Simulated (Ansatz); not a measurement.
Structure types of Cd were relaxed at one common pressure (all-electron LAPW in Ansatz 0.2.0 under PBEsol, scalar-relativistic, no spin polarisation, zero temperature). They take these volumes:

```json
{"type": "fcc", "space group": "Fm-3m", "V (Å³/atom)": "10.19"}
{"type": "bcc", "space group": "Im-3m", "V (Å³/atom)": "10.21"}
{"type": "hcp", "space group": "P6_3/mmc", "V (Å³/atom)": "10.18"}
{"type": "diamond", "space group": "Fd-3m", "V (Å³/atom)": "12.68"}
{"type": "simple hexagonal", "space group": "P6/mmm", "V (Å³/atom)": "10.61"}
{"type": "omega", "space group": "P6/mmm", "V (Å³/atom)": "10.29"}
```

Task: At about which pressure, and is the densest type also the lowest in enthalpy?

Result: 310 GPa. The densest types tie within 0.02 Å³/atom, and hcp is the lowest in enthalpy.
